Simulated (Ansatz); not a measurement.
Al in space group I4/mcm (No. 140; Al on 8h) at seven volumes, plane-wave PAW PBEsol (Ansatz code), shape and atoms relaxed at each. One row is withheld.

```tsv
V (Å³/atom)	P (GPa)
20.575	6.06
21.254	3.72
21.932	1.72
22.610	0.00
23.289	?
23.967	-2.70
24.645	-3.77
```

Problem. Fit the shown pressures and predict the withheld one.

Solution. P = (3/2)B₀(x^(7/2) − x^(5/2))[1 + (3/4)(B′ − 4)(x − 1)] with x = (V₀/V)^(2/3). Least squares on the six rows gives V₀ = 22.614 Å³/atom, B₀ = 52.5 GPa, B′ = 4.22. At V = 23.289, x = 0.9806 and P = -1.45 GPa. The run itself gave -1.46 GPa.

The start of the workflow was typed in or built on a structure type; neither database checked (COD, Materials Project) lists it. It is not the phase usual at ambient conditions (space group No. 225). The cell was relaxed with PBEsol under the symmetry of its start; of distortions, only those at the zone centre were tested.

Potentials: the later of the program's two PAW sets.
